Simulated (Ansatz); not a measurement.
GaN:
```cif
data_Ga4N4
_chemical_formula_sum 'N4 Ga4'
_space_group_name_H-M_alt 'F-43m'
_space_group_IT_number 216
_space_group_name_Hall 'F -4 2 3'
_cell_length_a 4.54843
_cell_length_b 4.54843
_cell_length_c 4.54843
_cell_angle_alpha 90.000
_cell_angle_beta 90.000
_cell_angle_gamma 90.000
loop_
_atom_site_label
_atom_site_type_symbol
_atom_site_symmetry_multiplicity
_atom_site_Wyckoff_symbol
_atom_site_fract_x
_atom_site_fract_y
_atom_site_fract_z
_atom_site_occupancy
N1 N 4 c 0.25000 0.25000 0.25000 1
Ga1 Ga 4 a 0.00000 0.00000 0.00000 1
```
(The calculation used a cell of 2 atoms; values per cell refer to that cell.)

Relaxed with PBE.

Q: Decompose the optical modes at the zone centre into irreducible representations, and say which are infrared and Raman allowed.

A: Point group -43m: Γ_opt = T2. Infrared: T2. Raman: T2.

Q: Assign frequencies (DFPT, PBE (plane waves, PAW; program Ansatz); without the LO–TO term).

A: T2 516 cm⁻¹.

Symmetry was held in the PBE relaxation; phonons on a q-mesh show no instability.

Potentials: the later of the program's two PAW sets.
